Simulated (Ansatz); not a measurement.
SiGe:
```
CELL_PARAMETERS angstrom
      3.90074     0.00000     0.00000
     -1.95037     3.37814     0.00000
      0.00000     0.00000     6.44222
ATOMIC_POSITIONS crystal
  Si 0.66667 0.33333 0.87456
  Si 0.33333 0.66667 0.37456
  Ge 0.66667 0.33333 0.50044
  Ge 0.33333 0.66667 0.00044
```

Relaxed with PBEsol. Special points in fractions of this cell's reciprocal vectors: Γ (0.000, 0.000, 0.000); M (0.500, 0.000, 0.000); K (0.333, 0.333, 0.000); A (0.000, 0.000, 0.500); L (0.500, 0.000, 0.500); H (0.333, 0.333, 0.500).

Q: List the band energies nearest the valence-band maximum at these points for PBEsol with spin–orbit coupling (plane waves, PAW; program Ansatz).

A: In eV from the valence-band maximum; about four levels below and three above (degenerate sets whole), none deeper than 8.9 eV; points with the same levels are listed once.

```
k                          below                above
-  -----------------------------  -------------------
Γ          -0.10 -0.10 0.00 0.00  0.34 0.34 1.42 1.42
M        -3.10 -3.10 -1.59 -1.59  0.28 0.28 1.90 1.90
K  -3.72 -3.72 -3.70 -3.46 -3.46       0.90 0.90 4.69
A        -0.98 -0.98 -0.98 -0.98  1.14 1.14 1.14 1.14
L        -2.57 -2.57 -2.57 -2.57  0.55 0.55 0.55 0.55
H        -2.18 -2.18 -2.16 -2.16  1.27 1.27 1.28 1.28
```

Space group P6_3mc (wurtzite). The first step of the workflow began from a Materials Project structure, measured or hypothetical; the Crystallography Open Database copy checked does not list it. Whether it is the stable phase at ambient conditions was not checked. The cell was relaxed with PBEsol under the symmetry of its start; of distortions, only those at the zone centre were tested.

Potentials: the earlier of the program's two PAW sets.
